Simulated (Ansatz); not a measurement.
LaBPd3 (cubic perovskite, Pm-3m) at seven volumes, the program Ansatz at the r²SCAN level (PAW), scaled uniformly. One row is withheld.

```
V (Å³/atom)  P (GPa)
-----------  -------
15.410         15.90
15.918          9.69
16.426          4.44
16.934          0.00
17.442         -3.75
17.950         -6.91
18.458             ?
```

Fit the shown pressures and predict the withheld one.

P = (3/2)B₀(x^(7/2) − x^(5/2))[1 + (3/4)(B′ − 4)(x − 1)] with x = (V₀/V)^(2/3). Least squares on the six rows gives V₀ = 16.935 Å³/atom, B₀ = 136 GPa, B′ = 4.59. At V = 18.458, x = 0.9442 and P = -9.62 GPa. The run itself gave -9.57 GPa.

The workflow started from an entry of the Crystallography Open Database (COD). Whether it is the stable phase at ambient conditions was not checked. The cell was relaxed with r²SCAN under the symmetry of its start; whether a distortion lowers the energy is not shown. No spin polarisation was allowed. Scalar-relativistic: spin–orbit coupling is off unless named, which matters more the heavier the elements.

Potentials: the later of the program's two PAW sets.
